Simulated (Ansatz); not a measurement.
Pb, DFT, LDA, all-electron LAPW, scalar-relativistic (Ansatz 0.2.0), run on 1 thread of Arm Neoverse V1 on a shared host.

The cell is the one relaxed in the Materials Project (mp-1247117), not relaxed further here; entries there can be hypothetical. The listed cell was then made from it by scaling, straining or moving an atom.

Command: `ansatz run input.yaml --threads 1 --pin off --max-ram 3072MiB --backend cpu --events-out ev --progress --plain --runs-dir out`

```yaml
crystal:
  lattice:
    - [0.0, 3.4390000555, 3.5077800566]
    - [3.4390000555, 0.0, 3.5077800566]
    - [3.4390000555, 3.4390000555, 0.0]
  atoms:
    - { symbol: Pb, position: [0.0, 0.0, 0.0] }
    - { symbol: Pb, position: [0.25, 0.25, 0.25] }
kpoints:
  mp_grid: { grid: [8, 8, 8] }
  band_path:
    path:
      - [0.0, 0.0, 0.0]
      - [0.0, 0.5, 0.5]
      - [0.25, 0.75, 0.5]
      - [0.0, 0.5, 0.0]
      - [0.0, 0.0, 0.0]
      - [0.5, 0.5, 0.0]
      - [0.3701460977, 0.6298539023, 0.0]
      - [-0.3701460977, 0.3701460977, 0.0]
      - [0.0, 0.0, 0.0]
    npoints: 5
scf:
  occupations: { method: fermi_dirac, width: 0.05 }
hamiltonian:
  xc: lda
  pseudopotentials: { kind: all_electron, lapw: { basis_error: 0.00025 } }
output:
  forces: true
  stress: true
  eigenvalues: true
```

How large is the problem that the program sets up?

59 irreducible k-points, 805 plane waves at Γ, 44 bands.

Estimate the wall time and the peak memory.

54 s of wall time for 7 SCF iterations, with a peak of 0.49 GiB. Times on shared machines scatter by tens of per cent.
